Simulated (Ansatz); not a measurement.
Relaxed BP (zinc blende):

```yaml
crystal:
  lattice:
    - [0.00000, 4.54829, 4.54829]
    - [2.27414, 2.27414, 4.54829]
    - [2.27414, 2.27414, 0.00000]
  atoms:
    - { symbol: P, position: [0.00000, 0.75000, 0.75000] }
    - { symbol: P, position: [0.50000, 0.75000, 0.75000] }
    - { symbol: B, position: [0.00000, 0.00000, 0.00000] }
    - { symbol: B, position: [0.50000, 0.00000, 0.00000] }
```

A phonon eigenvector at X = (0.5, 0.5, 0.0) is frozen into this cell: atom i moves by Q times the vector below, so Q is the largest atomic displacement, in Å. The cell is held. It is one choice among 2 degenerate patterns. (q is in reciprocal vectors of the primitive cell; the cell shown is doubled to hold the pattern.)

```
atom       x       y      z
----  ------  ------  -----
P1    -0.279   0.000  0.000
P2     0.279   0.000  0.000
B3     0.000   1.000  0.000
B4     0.000  -1.000  0.000
```

Level of theory: PBE (plane waves to 420 eV, PAW, scalar-relativistic; Ansatz, an electronic-structure program). k mesh 12×12×12 (Γ-centred), Fermi-Dirac smearing 0.05 eV. Energies are smeared free energies. BP was relaxed with its symmetry unable to fall. The PAW data are Ansatz's earlier set. ΔE is measured from the undisplaced structure.

| Q (Å) | ΔE (meV/cell) |
|---|---|
| -0.180 | 773 |
| -0.150 | withheld |
| -0.120 | 344 |
| -0.090 | 193 |
| -0.060 | 86 |
| -0.030 | 22 |
| 0.000 | 0 |
| 0.030 | 22 |
| 0.060 | 86 |
| 0.090 | 193 |
| 0.120 | 344 |
| 0.150 | withheld |
| 0.180 | 773 |

Q: Fit an even polynomial form (powers 2, 4) to the given rows and predict ΔE at Q = 0.150.

A: Least squares on the 11 given rows: ΔE = (23880)·Q² + (-752.9)·Q⁴, in meV/cell with Q in Å; root-mean-square residual 0.3 meV/cell. At 0.150 the fit gives 537 meV/cell; the calculation gives 537 meV/cell, the same to the digits shown. The quadratic term alone would give 537 meV/cell.

(A displaced cell: forces are minus the slopes of the energy, force constants its curvatures, and phonons follow from these.)
